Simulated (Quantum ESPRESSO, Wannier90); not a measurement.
## Wannierisation of InP (wurtzite)

```xyz
4
Lattice="4.1681 0.0000 0.0000 -2.0841 3.6097 0.0000 0.0000 0.0000 6.8400" Properties=species:S:1:pos:R:3 pbc="T T T"
In    -2.0841     1.2032    -3.4186
In     2.0841    -1.2032     0.0014
P     -2.0841     1.2032    -0.8564
P      2.0841    -1.2032     2.5636
```

Cell from Materials Project (mp-966800), symmetrised, no further relaxation. Not found in the COD (Crystallography Open Database) copy used, which has the formula in other groups; not checked further. Computed values, not measurements, from PBEsol: Quantum ESPRESSO (norm-conserving PseudoDojo potentials, cutoff 56 Ry, no spin polarisation, no spin-orbit coupling) on a Γ-centred 12×12×6 mesh, then Wannier90. Density: 12×12×6 mesh, Gaussian smearing 0.01 Ry. Spin-orbit coupling is left out although heavy elements are present.

Base run: 16 functions from bands 11-36 of the 36 computed, start hydrogen-like In: s;p; P: s;p, centres 0.05 Å off the atoms, frozen window up to 2.05 eV relative to the valence-band maximum, outer window open. One setting was then changed (edges relative to the valence-band maximum; misfit to pw.x on a path, for states up to 1.6 eV relative to the valence-band maximum).

| run | Ω_I (Å²) | rms misfit (meV) | worst (meV) |
|---|---|---|---|
| base | 27.98 | 0.7 | 6.3 |
| changed | 37.26 | 0.5 | 2.7 |

Which change was made?
A. no frozen window
B. frozen window to 1.55 eV
C. frozen window to 0.05 eV
D. frozen window to -0.95 eV
E. outer window to 10.69 eV

E, outer window to 10.69 eV. The others give:

```json
[
 {"run": "frozen window to -0.95 eV", "Ω_I (Å²)": "26.96", "rms misfit (meV)": "24", "worst (meV)": "314"},
 {"run": "frozen window to 1.55 eV", "Ω_I (Å²)": "27.14", "rms misfit (meV)": "3.4", "worst (meV)": "57"},
 {"run": "frozen window to 0.05 eV", "Ω_I (Å²)": "27.00", "rms misfit (meV)": "22", "worst (meV)": "314"},
 {"run": "no frozen window", "Ω_I (Å²)": "26.37", "rms misfit (meV)": "77", "worst (meV)": "396"}
]
```
